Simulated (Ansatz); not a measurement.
Relaxed candidate structures of Te$_{2}$Mo:

A. Pnnm (No. 58), oP6, AFLOW prototype AB2_oP6_58_a_g (as in Fe2C); a = 5.991 Å, b = 6.812 Å, c = 3.521 Å, α = 90.00°, β = 90.00°, γ = 90.00°; Mo 2a (0.000, 0.000, 0.000); Te 4g (0.196, 0.645, 0.000)

B. P4/mmm (No. 123), tP3; a = 5.4273 Å, b = 5.4273 Å, c = 2.9260 Å, α = 90.00°, β = 90.00°, γ = 90.00°; Mo 1a (0.000, 0.000, 0.000); Te 2f (0.000, 0.500, 0.000)

C. Pnma (No. 62), oP12; a = 7.658 Å, b = 3.719 Å, c = 10.035 Å, α = β = γ = 90.00°; Mo 4c (0.251, 0.250, 0.077); Te 4c (0.124, 0.250, 0.394); Te 4c (0.002, 0.250, 0.869)

D. P2₁/m (No. 11), mP6; a = 5.339 Å, b = 3.710 Å, c = 7.603 Å, α = 90.00°, β = 108.75°, γ = 90.00°; Mo 2e (0.143, 0.250, 0.283); Te 2e (0.721, 0.250, 0.430); Te 2e (0.264, 0.750, 0.053)

E. P2₁/c (No. 14), mP12; a = 6.6562 Å, b = 6.2066 Å, c = 7.4169 Å, α = 90.00°, β = 104.36°, γ = 90.00°; Mo 4e (0.291, 0.051, 0.204); Te 4e (0.045, 0.252, 0.400); Te 4e (0.552, 0.250, 0.014)

Question: Rank these by energy per atom (lowest first), as r2SCAN (plane waves to 500 eV, PAW, scalar-relativistic; Ansatz, a program for electronic structure) gives it.

Answer: A (reference), D (+0.10 eV/atom), E (+0.24 eV/atom), C (+0.34 eV/atom), B (+0.77 eV/atom)

The lowest structure calculated, P6₃/mmc, hP6, AFLOW prototype AB2_hP6_194_c_f (C7, as in MoS2), is not among these; it lies 0.17 eV/atom below the lowest of them. 1 run with a doubtful electronic state, a coarser numerical grid, an end not at rest or a source that can't be used is left out. 3 generated cells of layers, chains or molecules, poorly bound without dispersion, are left out. Each run could gain symmetry but not lose that of its start, so entries can be saddle points. All of these are generated cells (placed on structure types, drawn at random, substituted or restacked) that were not matched to a known phase here. Static energies at zero pressure. No spin polarisation in the result. A magnetic state may lie lower.
